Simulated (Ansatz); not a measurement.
CsSnI3 (cubic perovskite)

```xyz
5
Lattice="6.1305 0.0000 0.0000 0.0000 6.1305 0.0000 0.0000 0.0000 6.1305" Properties=species:S:1:pos:R:3 pbc="T T T"
Cs     0.0000     0.0000     0.0000
Sn     3.0652     3.0652     3.0652
I      0.0000     3.0652     3.0652
I      3.0652     3.0652     0.0000
I      3.0652     0.0000     3.0652
```

The slice is a {110} plane (indices of the conventional cell) through the point (0.500, 0.500, 0.500) (fractional), spanned by u = [100] and v = [011] in vectors of this cell: u (6.13 Å) and v (8.67 Å, at 90° to u). It covers one period; positions are fractions (u, v).

Computed with PBEsol (plane waves to 420 eV, PAW, scalar-relativistic; Ansatz, an electronic-structure program). k mesh 8×8×8. Inside the PAW spheres the values are not all-electron values, and peaks at nuclei hang on which shells count as valence. CsSnI3 was relaxed with its symmetry unable to fall. Spin-orbit coupling is left out, though I is heavy. The PAW data are Ansatz's earlier set. This is a high-temperature form of CsSnI3.

### Question
Around which element is the density of the lowest conduction band (whole band as if filled, smooth part) largest on this plane?

### Answer
Sn. Mean over a disc round each atom, of radius 0.45 times the shortest bond: Sn 0.047, I 0.013, Cs 0.002 e/Å³.

### Question
Sketch the density of the highest valence band (whole band, smooth part) on this plane as a map.

### Answer
```
|34763359400049533674|
|67742236621266322477|
|66421113433343111246|
|33210001122211000123|
|11000000000000000001|
|00000000000000000000|
|00000000000000000000|
|00000000000000000000|
|00000000000000000000|
|00000000000000000000|
|00000000000000000000|
|00000000000000000000|
|00000000000000000000|
|00000000000000000000|
|00000000000000000000|
|00000000000000000000|
|00000000000000000000|
|00000000000000000000|
|00000000000000000000|
|00000000000000000000|
|00000000000000000000|
|00000000000000000000|
|11000000000000000001|
|33210001122211000123|
|66421113433343111246|
|67742236621266322477|
|34763359400049533674|
|13664369300039634663|
```
Scale: ten equal steps from 0.000 (start of '0') to 0.071 (end of '9'), in the order '0123456789'. Values: density of the highest valence band (whole band, smooth part) in e/Å³. The map has 20 points along u (one character each, u = 0 at the left) and 28 along v (v = 0 in the bottom row).
